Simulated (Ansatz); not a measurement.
Relaxed-ion elastic tensor of SnPS₃ in space group R-3 (No. 148; Sn on 6c, P on 6c, S on 18f) in GPa (Voigt order), DFT-LDA in the program Ansatz with PAW potentials; density 3.61 g/cm³, 22.65 Å³ per atom.

```
55.2  49.0  10.6   3.3   1.9   0.0
49.0  55.2  10.6  -3.3  -1.9   0.0
10.6  10.6  23.9   0.0   0.0   0.0
 3.3  -3.3   0.0   5.7   0.0  -1.9
 1.9  -1.9   0.0   0.0   5.7   3.3
 0.0   0.0   0.0  -1.9   3.3   3.1
```

Q: Is the crystal mechanically stable?

A: On the edge, within the error: the smallest eigenvalue of C is 0.4 GPa.

Q: Work out the Voigt and Reuss bounds. Is their mean of use?

A: K_V = 30.5, K_R = 20.6; G_V = 7.2, G_R = 0.9 GPa. The bounds lie so far apart that a Hill average or a Debye temperature from it would say little.

The workflow started from a Materials Project entry (that database holds measured and hypothetical structures alike); the Crystallography Open Database copy checked does not list it. COD files the formula under space group No. 7, 14, so this cell is another polymorph or a model. Whether it is the stable phase at ambient conditions was not checked. The cell was relaxed with LDA under the symmetry of its start; its stability against distortions is not shown here. A crystal of weakly bound layers computed without a dispersion correction: the cell and the soft elastic constants depend strongly on that. Spin–orbit coupling is left out wherever it is not named.

Potentials: the later of the program's two PAW sets.
